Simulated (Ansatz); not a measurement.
Relaxed Ba₃PbO (anti-perovskite):

```
Ba3PbO
1.0
    5.41311     0.00000     0.00000
    0.00000     5.41311     0.00000
    0.00000     0.00000     5.41311
Ba Pb O
3 1 1
Direct
  0.50000   0.00000   0.50000
  0.00000   0.50000   0.50000
  0.50000   0.50000   0.00000
  0.00000   0.00000   0.00000
  0.50000   0.50000   0.50000
```

All values below come from PBEsol (plane waves to 420 eV, PAW, scalar-relativistic; Ansatz, a first-principles code). k mesh 7×7×7 (Γ-centred), Fermi-Dirac smearing 0.05 eV. With partly filled bands, energies and forces of such displacements shift with the k mesh and the smearing. At this level the bands of Ba3PbO touch or barely overlap. Ba3PbO was relaxed with its symmetry unable to fall. Spin-orbit coupling is left out, though Pb is heavy.

One atom of the cell was then moved (with its periodic images), all else fixed, and the forces (eV/Å) came out as:

```csv
atom,Fx,Fy,Fz
Ba1,-0.412,0.000,0.000
Ba2,0.372,0.000,0.000
Ba3,-0.194,0.000,0.000
Pb4,0.124,0.000,0.000
O5,0.110,0.000,0.000
```

**Question.** Which atom was moved, and by which vector (Å)?

**Answer.** Ba1, by (0.22, 0.00, 0.00), 0.22 Å in all.

(For displaced atoms, the force is minus the slope of the energy, and its curvature is a force constant, which sets phonon frequencies.)
